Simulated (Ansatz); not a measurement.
Suppose AlTl2CrC6N6 takes space group Fm-3m (No. 225), with Al on 4a; Cr on 4b; Tl on 8c; C on 24e; N on 24e. The guess for AlTl2CrC6N6 was made by a generator: cyanide-bridged rock-salt net of two metals, 2 guest cations a cell.

Method: DFT PBE, scalar-relativistic, plane waves, PAW in Ansatz 0.2.0. Cutoff 420 eV, Γ-centred mesh, Gaussian smearing, collinear spin.

Energies over the elements count from the elements' standard structures at the same level (N₂ as a molecule), with no fitted energy shifts.

Question: Give the relaxed lattice parameters and positions.

Answer:

Space group Fm-3m (No. 225). a = 10.395 Å, b = 10.395 Å, c = 10.395 Å, α = 90.00°, β = 90.00°, γ = 90.00°
```
atom  site  symmetry       x       y       z
  Al    4a      m-3m  0.0000  0.0000  0.0000
  Cr    4b      m-3m  0.5000  0.0000  0.0000
  Tl    8c      -43m  0.2500  0.7500  0.7500
   C   24e      4m.m  0.1993  0.0000  0.0000
   N   24e      4m.m  0.3129  0.0000  0.0000
```

Around Al lie 6 C at 2.07 Å; Cr is surrounded by 6 N at 1.94 Å; Tl has 12 C at 3.71 Å and 12 N at 3.73 Å (long against covalent radii, as for large ions); around C lie 1 N at 1.18 Å, 1 Al at 2.07 Å, 4 C at 2.93 Å, 1 Cr at 3.13 Å, 4 N at 3.68 Å, 4 Tl at 3.71 Å and 4 N at 3.86 Å; N is surrounded by 1 C at 1.18 Å, 1 Cr at 1.94 Å, 4 N at 2.75 Å, 1 Al at 3.25 Å, 4 C at 3.68 Å, 4 Tl at 3.73 Å and 4 C at 3.86 Å. Another local minimum with the same sites may exist.

Question: And its energy and gap?

Answer: The formation energy is +0.19 eV/atom. The gap on the 6×6×6 mesh of the 16-atom cell is 0 eV (a metal), the net moment per atom is 0.06 μB and the moment by site is Cr 0.9 μB. A positive value: parting into the elements would lower its energy.

The last run used collinear spin and Gaussian smearing of 0.10 eV. Spin–orbit coupling, which can matter for Tl, is left out. The reference form of C is held partly by dispersion forces, which this level lacks. Another magnetic order may lie lower. A structure relaxed within its symmetry needn't be a true minimum. Site moments count only spheres around the atoms; the net moment includes the space between them.
